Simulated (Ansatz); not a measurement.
WSe2 in space group P6_3/mmc (No. 194; W on 2c, Se on 4f) at seven volumes, the program Ansatz at the r²SCAN+D4 level (PAW), shape and atoms relaxed at each. One row is withheld.

```json
[
 {"V (Å³/atom)": "18.948", "P (GPa)": "5.79"},
 {"V (Å³/atom)": "19.572", "P (GPa)": "3.21"},
 {"V (Å³/atom)": "20.197", "P (GPa)": "1.32"},
 {"V (Å³/atom)": "20.822", "P (GPa)": "0.00"},
 {"V (Å³/atom)": "21.446", "P (GPa)": "-0.83"},
 {"V (Å³/atom)": "22.071", "P (GPa)": "?"},
 {"V (Å³/atom)": "22.696", "P (GPa)": "-1.53"}
]
```

Problem. Fit the shown pressures and predict the withheld one.

Solution. P = (3/2)B₀(x^(7/2) − x^(5/2))[1 + (3/4)(B′ − 4)(x − 1)] with x = (V₀/V)^(2/3). Least squares on the six rows gives V₀ = 20.832 Å³/atom, B₀ = 34.8 GPa, B′ = 13.32. At V = 22.071, x = 0.9622 and P = -1.32 GPa. The run itself gave -1.31 GPa.

The r²SCAN+D4 relaxation kept the symmetry of its start; phonons on a q-mesh show no instability. The run is not spin-polarised. Scalar-relativistic: spin–orbit coupling is off unless named, which matters more the heavier the elements.

Potentials: the later of the program's two PAW sets.
